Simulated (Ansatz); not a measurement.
Here is the system:

TaS₂:
```
CELL_PARAMETERS angstrom
      3.26968     0.00000     0.00000
     -1.63484     2.83162     0.00000
      0.00000     0.00000    11.98151
ATOMIC_POSITIONS crystal
  Ta 0.33333 0.66667 0.25000
  Ta 0.66667 0.33333 0.75000
  S  0.33333 0.66667 0.62043
  S  0.66667 0.33333 0.12043
  S  0.66667 0.33333 0.37957
  S  0.33333 0.66667 0.87957
```

This is the LDA-relaxed structure.

Problem. All from plane-wave PAW LDA (Ansatz code), unless another level is named. Predict the electronic character.

Solution. metallic (no gap).

Problem. And the density of states at the Fermi level?

Solution. 0.85 states/eV per atom (mean over ±0.08 eV).

Problem. Predict the formation energy from the elements (no fitted shifts).

Solution. -111 kJ/mol of atoms.

Space group P6_3/mmc. The cell is a constructed one: a structure type filled with these elements; the Crystallography Open Database files this formula in space group No. 194, but the cells were not matched. It is not the phase usual at ambient conditions (space group No. 164). Symmetry was held in the LDA relaxation; of distortions, only those at the zone centre were tested. No spin polarisation was allowed. A crystal of weakly bound layers computed without a dispersion correction: the cell and the soft elastic constants depend strongly on that. The references are the lowest solids computed at this level, not always the standard phases. Scalar-relativistic: spin–orbit coupling is off unless named, which matters more the heavier the elements.

Potentials: the later of the program's two PAW sets.
